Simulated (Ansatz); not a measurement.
Relaxed PtSb2 (space group Pa-3):

```
CELL_PARAMETERS angstrom
      6.42184     0.00000     0.00000
      0.00000     6.42184     0.00000
      0.00000     0.00000     6.42184
ATOMIC_POSITIONS crystal
  Sb 0.37466 0.12534 0.87466
  Sb 0.62534 0.87466 0.12534
  Sb 0.12534 0.87466 0.37466
  Sb 0.87466 0.12534 0.62534
  Sb 0.87466 0.37466 0.12534
  Sb 0.12534 0.62534 0.87466
  Sb 0.62534 0.62534 0.62534
  Sb 0.37466 0.37466 0.37466
  Pt 0.00000 0.50000 0.50000
  Pt 0.50000 0.50000 0.00000
  Pt 0.50000 0.00000 0.50000
  Pt 0.00000 0.00000 0.00000
```

A phonon eigenvector at Γ is frozen into this cell: atom i moves by Q times the vector below, so Q is the largest atomic displacement, in Å. The cell is held. It is one choice among 3 degenerate patterns.

```tsv
atom	x	y	z
Sb1	-0.007	0.638	0.770
Sb2	0.007	-0.638	-0.770
Sb3	-0.007	0.638	-0.770
Sb4	0.007	-0.638	0.770
Sb5	0.007	0.638	0.770
Sb6	-0.007	-0.638	-0.770
Sb7	0.007	0.638	-0.770
Sb8	-0.007	-0.638	0.770
```

Atoms not listed stay in place.

The numbers are results of LDA (plane waves to 420 eV, PAW, scalar-relativistic; Ansatz, an electronic-structure program), not measurements. k mesh 6×6×6 (Γ-centred), Fermi-Dirac smearing 0.05 eV. With partly filled bands, energies and forces of such displacements shift with the k mesh and the smearing. At this level the bands of PtSb2 touch or barely overlap; measurements give the solid a gap. PtSb2 is run without spin polarisation. PtSb2 was relaxed with its symmetry unable to fall. Spin-orbit coupling is left out, though Pt and Sb are heavy.

At one point of the scan the forces (eV/Å) are:

```
atom      Fx      Fy      Fz
----  ------  ------  ------
Sb1   -0.022  -0.443  -0.467
Sb2    0.022   0.443   0.467
Sb3    0.031  -0.410   0.564
Sb4   -0.031   0.410  -0.564
Sb5   -0.031  -0.410  -0.564
Sb6    0.031   0.410   0.564
Sb7    0.022  -0.443   0.467
Sb8   -0.022   0.443  -0.467
Pt9    0.000   0.000   0.000
Pt10   0.000   0.000   0.000
Pt11   0.000   0.000   0.000
Pt12   0.000   0.000   0.000
```

Task: Which point is it?
A. Q = 0.017 Å
B. Q = 0.033 Å
C. Q = 0.050 Å
D. Q = 0.067 Å

Result: D, Q = 0.067 Å

(For displaced atoms, the force is minus the slope of the energy, and its curvature is a force constant, which sets phonon frequencies.)
